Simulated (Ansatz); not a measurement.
AlPd (Cmcm), relaxed with PBE (Ansatz, an electronic-structure program, plane waves, PAW): a = 2.8270 Å, b = 10.0869 Å, c = 4.2574 Å, α = β = γ = 90.00°.

ΔH_f (eV/atom): -0.71

Task: The same phase is relaxed and computed with r²SCAN in the same code. What are the cell and these values now?

Result: a = 2.795 Å, b = 10.034 Å, c = 4.215 Å, α = β = γ = 90.00°.

- ΔH_f (eV/atom): -0.73

Typed or built starts, not in the databases checked: AlPd, Cmcm (Al on 4c, Pd on 4c). All cells were relaxed under the symmetry of their starts (and spin orders); stability against distortions was not tested throughout. Rows with no word on spin ran without spin polarisation. Spin–orbit coupling is left out wherever it is not named.

Potentials: the later of the program's two PAW sets.

Ansatz is a plane-wave DFT program.

Formation energies count from the lowest solids of the elements computed at the same level, not from gases.
